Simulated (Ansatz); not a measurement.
CoGe in space group P-6m2 (No. 187; Co on 1a, Ge on 1f) at seven volumes, DFT-PBE in the program Ansatz with PAW potentials, shape and atoms relaxed at each. One row is withheld.

```json
[
 {"V (Å³/atom)": "12.714", "P (GPa)": "16.74"},
 {"V (Å³/atom)": "13.134", "P (GPa)": "10.19"},
 {"V (Å³/atom)": "13.553", "P (GPa)": "4.67"},
 {"V (Å³/atom)": "13.972", "P (GPa)": "0.00"},
 {"V (Å³/atom)": "14.391", "P (GPa)": "?"},
 {"V (Å³/atom)": "14.810", "P (GPa)": "-7.28"},
 {"V (Å³/atom)": "15.229", "P (GPa)": "-10.09"}
]
```

Q: Fit the shown pressures and predict the withheld one.

A: P = (3/2)B₀(x^(7/2) − x^(5/2))[1 + (3/4)(B′ − 4)(x − 1)] with x = (V₀/V)^(2/3). Least squares on the six rows gives V₀ = 13.972 Å³/atom, B₀ = 143 GPa, B′ = 4.59. At V = 14.391, x = 0.9805 and P = -3.95 GPa. The run itself gave -3.95 GPa.

The cell is a constructed one: a structure type filled with these elements; neither database checked (COD, Materials Project) lists it. Its standing as an ambient phase is unchecked. The PBE relaxation kept the symmetry of its start; its stability against distortions is not shown here. The workflow began spin-polarised and lost its moments. The cell computed holds one magnetic atom, so no antiferromagnetic order was within reach.

Potentials: the later of the program's two PAW sets.
